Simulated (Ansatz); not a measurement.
The relaxed structure here is a generated cell of Ti2AlC: the first start was made by placing the elements on the sites of a structure type, and the end was not matched to a known phase here, so it may be hypothetical.

The end point of a relaxation of Ti2AlC. All values below come from PBEsol (plane waves to 420 eV, PAW, scalar-relativistic; Ansatz, a quantum-chemistry and plane-wave program).

```cif
data_CAlTi2
_chemical_formula_sum 'Al1 C1 Ti2'
_space_group_name_H-M_alt 'P 1'
_space_group_IT_number 1
_cell_length_a 4.15387
_cell_length_b 4.15387
_cell_length_c 3.59595
_cell_angle_alpha 90.000
_cell_angle_beta 90.000
_cell_angle_gamma 90.000
loop_
_space_group_symop_operation_xyz
  'x, y, z'
loop_
_atom_site_label
_atom_site_type_symbol
_atom_site_fract_x
_atom_site_fract_y
_atom_site_fract_z
_atom_site_occupancy
Al1 Al 0.50000 0.50000 0.50000 1
C1 C 0.00000 0.00000 0.00000 1
Ti1 Ti 0.00000 0.50000 0.00000 1
Ti2 Ti 0.50000 0.00000 0.00000 1
```

Q: Find the space group and the Wyckoff positions (tolerance 0.01 Å).

A: Space group P4/mmm (No. 123); a = b = 4.1539 Å, c = 3.5959 Å, α = β = γ = 90.00°

| atom | site | symmetry | x | y | z |
|---|---|---|---|---|---|
| Al | 1d | 4/mmm | 0.5000 | 0.5000 | 0.5000 |
| C | 1a | 4/mmm | 0.0000 | 0.0000 | 0.0000 |
| Ti | 2f | mmm. | 0.0000 | 0.5000 | 0.0000 |

This is the AFLOW prototype ABC2_tP4_123_d_a_f (as in CaCuO2).

Q: Give the shortest distances between elements (the closest pairs, up to four, under 3.6 Å).

A: C–Ti 2.08 Å; Al–Ti 2.75 Å; Ti–Ti 2.94 Å; Al–C 3.44 Å.

The volume per atom comes out as 15.51 Å³, the density comes out as 3.61 g/cm³ and the band gap comes out as zero (metallic).

No spin polarisation in the result. The relaxed primitive cell holds an odd number of electrons. A magnetic state may lie lower.

The run could not lose the symmetry of its start: the end is stationary, and may be a saddle point rather than a minimum.

All atoms sit on sites fixed by symmetry, so only the cell could relax.
